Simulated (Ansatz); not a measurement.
Values for one crystal, relaxed and computed with DFT-PBEsol in the program Ansatz with PAW potentials; other levels are named.

- Volume per atom: 10.18 Å³
- Electronic character: metallic (no gap)
- Gap with spin–orbit coupling: none (metallic)
- Poisson's ratio: 0.26
- Bulk modulus (Birch–Murnaghan fit): 318 GPa
- Hill bulk and shear moduli: 318 and 183 GPa
- Elastic constants (relaxed ions, GPa): C11 = 623, C12 = 166, C44 = 158

Problem. Which compound is it?
A. Ni2H, P-3m1 (Ni on 2d, H on 1a)
B. SiRh, CsCl type
C. BiB, P6_222 (B on 3c, Bi on 3d)
D. Mn3RhN, anti-perovskite

Solution. D, Mn3RhN, anti-perovskite

Space group Pm-3m (anti-perovskite). The workflow started from an entry of the Crystallography Open Database (COD). Its standing as an ambient phase is unchecked. Symmetry was held in the PBEsol relaxation; whether a distortion lowers the energy is not shown. The workflow began spin-polarised and lost its moments. The volume moved by -17 % from the start of the relaxation. The volume fell by over 15 % from the filed cell, which may lack light atoms or belong to other conditions. As this level gives no gap, shear constants depend on the k-mesh and smearing (Fermi–Dirac, 0.1 eV here). On the denser mesh and wider smearing of the elastic run this cell carries a stress of 0.5 GPa. Scalar-relativistic: spin–orbit coupling is off unless named, which matters more the heavier the elements.

Potentials: the later of the program's two PAW sets.
